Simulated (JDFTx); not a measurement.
An input for a modified build of JDFTx (Nb(100), linear PCM (GLSSA13), water, 1 M NaCl; bohr, hartree) and the course of its log:

```
lattice \
  6.2694120828 0.0000000000 0.0000000000 \
  0.0000000000 6.2694120828 0.0000000000 \
  0.0000000000 0.0000000000 42.7078104165
coords-type Lattice
ion Nb 0.0000000000 0.0000000000 -0.1467977880 0
ion Nb 0.5000000000 0.5000000000 -0.0733988940 0
ion Nb 0.0000000000 0.0000000000 0.0000000000 0
ion Nb 0.5000000000 0.5000000000 0.0733988940 0
ion Nb 0.0000000000 0.0000000000 0.1467977880 0
ion-species pseudo/nb_pbe_v1.upf
elec-cutoff 20 100
elec-ex-corr gga-PBE
coulomb-interaction Slab 001
coulomb-truncation-embed 0 0 0
kpoint-folding 6 6 1
elec-smearing Fermi 0.003
elec-n-bands 45
electronic-scf nIterations 100 energyDiffThreshold 1e-08
fluid LinearPCM
pcm-variant GLSSA13
fluid-solvent H2O
fluid-cation Na+ 1
fluid-anion Cl- 1
fluid-minimize nIterations 400 knormThreshold 1e-11
wavefunction read 003_vac.wfns
elec-initial-eigenvals 003_vac.eigenvals
dump-name 003_f0.$VAR
dump End State Ecomponents EigStats BandEigs Forces ElecDensity IonicPositions Fillings Kpoints Dtot FluidDebug BoundCharge FluidDensity
```

```
[one cycle in 5 is shown, and the last three; fluid-solver lines are left out]
	FillingsUpdate:  mu: -0.122555970  nElectrons: 65.000000
SCF: Cycle:  0   F: -286.138658008087987   dF: +5.288e-04   |Residual|: 5.663e-03   |deigs|: 9.225e-05
	FillingsUpdate:  mu: -0.115801607  nElectrons: 65.000000
SCF: Cycle:  5   F: -286.139465482621802   dF: -1.944e-05   |Residual|: 4.957e-04   |deigs|: 1.991e-03
	FillingsUpdate:  mu: -0.114651036  nElectrons: 65.000000
SCF: Cycle: 10   F: -286.139468611420796   dF: -4.187e-07   |Residual|: 5.908e-05   |deigs|: 2.301e-05
	FillingsUpdate:  mu: -0.114662230  nElectrons: 65.000000
SCF: Cycle: 15   F: -286.139468693632921   dF: -3.094e-07   |Residual|: 5.135e-05   |deigs|: 4.307e-05
	FillingsUpdate:  mu: -0.114718361  nElectrons: 65.000000
SCF: Cycle: 20   F: -286.139468640384393   dF: +8.971e-08   |Residual|: 4.776e-05   |deigs|: 3.107e-05
	FillingsUpdate:  mu: -0.114735061  nElectrons: 65.000000
SCF: Cycle: 25   F: -286.139468651583343   dF: +6.987e-08   |Residual|: 4.150e-05   |deigs|: 4.507e-05
	FillingsUpdate:  mu: -0.114674646  nElectrons: 65.000000
SCF: Cycle: 30   F: -286.139468664290689   dF: +5.994e-08   |Residual|: 3.745e-05   |deigs|: 3.368e-05
	FillingsUpdate:  mu: -0.114706620  nElectrons: 65.000000
SCF: Cycle: 35   F: -286.139468734040918   dF: -1.129e-08   |Residual|: 2.164e-05   |deigs|: 2.742e-05
	FillingsUpdate:  mu: -0.114700804  nElectrons: 65.000000
SCF: Cycle: 40   F: -286.139468737876257   dF: -6.026e-08   |Residual|: 1.863e-05   |deigs|: 3.258e-05
	FillingsUpdate:  mu: -0.114698761  nElectrons: 65.000000
SCF: Cycle: 45   F: -286.139468716240856   dF: +2.569e-08   |Residual|: 4.760e-05   |deigs|: 4.474e-06
	FillingsUpdate:  mu: -0.114685686  nElectrons: 65.000000
SCF: Cycle: 50   F: -286.139468697421080   dF: +3.581e-08   |Residual|: 2.990e-05   |deigs|: 1.841e-05
	FillingsUpdate:  mu: -0.114692388  nElectrons: 65.000000
SCF: Cycle: 55   F: -286.139468681350763   dF: +5.917e-08   |Residual|: 3.905e-05   |deigs|: 9.430e-06
	FillingsUpdate:  mu: -0.114724057  nElectrons: 65.000000
SCF: Cycle: 60   F: -286.139468662845104   dF: +4.128e-09   |Residual|: 4.751e-05   |deigs|: 3.829e-05
	FillingsUpdate:  mu: -0.114705619  nElectrons: 65.000000
SCF: Cycle: 65   F: -286.139468720500020   dF: -2.669e-08   |Residual|: 3.216e-05   |deigs|: 2.848e-05
	FillingsUpdate:  mu: -0.114694083  nElectrons: 65.000000
SCF: Cycle: 70   F: -286.139468711153029   dF: +2.605e-08   |Residual|: 2.709e-05   |deigs|: 1.372e-05
	FillingsUpdate:  mu: -0.114700847  nElectrons: 65.000000
SCF: Cycle: 75   F: -286.139468736060849   dF: -7.210e-08   |Residual|: 2.088e-05   |deigs|: 3.335e-05
	FillingsUpdate:  mu: -0.114702103  nElectrons: 65.000000
SCF: Cycle: 80   F: -286.139468741677206   dF: -8.329e-08   |Residual|: 5.483e-06   |deigs|: 2.208e-05
	FillingsUpdate:  mu: -0.114690219  nElectrons: 65.000000
SCF: Cycle: 85   F: -286.139468713284657   dF: +2.195e-08   |Residual|: 2.353e-05   |deigs|: 1.562e-05
	FillingsUpdate:  mu: -0.114702085  nElectrons: 65.000000
SCF: Cycle: 90   F: -286.139468739709571   dF: -1.648e-07   |Residual|: 8.652e-06   |deigs|: 2.067e-05
	FillingsUpdate:  mu: -0.114702464  nElectrons: 65.000000
SCF: Cycle: 95   F: -286.139468740681707   dF: -1.406e-07   |Residual|: 6.300e-06   |deigs|: 2.199e-05
	FillingsUpdate:  mu: -0.114704538  nElectrons: 65.000000
SCF: Cycle: 97   F: -286.139468736550612   dF: -8.958e-08   |Residual|: 1.481e-05   |deigs|: 1.777e-05
	FillingsUpdate:  mu: -0.114690028  nElectrons: 65.000000
SCF: Cycle: 98   F: -286.139468709943742   dF: +2.661e-08   |Residual|: 2.636e-05   |deigs|: 1.654e-05
	FillingsUpdate:  mu: -0.114736982  nElectrons: 65.000000
SCF: Cycle: 99   F: -286.139468652673884   dF: +5.727e-08   |Residual|: 4.080e-05   |deigs|: 5.055e-05
SCF: None of the convergence criteria satisfied after 100 iterations.
IonicMinimize: Iter:   0  F: -286.139468652673884  |grad|_K:  0.000e+00
IonicMinimize: Converged (|grad|_K<1.000000e-04).
```

This run gave no converged result. The loop ran out of cycles short of its threshold. It has stalled and not diverged: the last ten energies span 1e-07 Ha, so the total is near its end, but levels, forces and charges aren't shown converged.
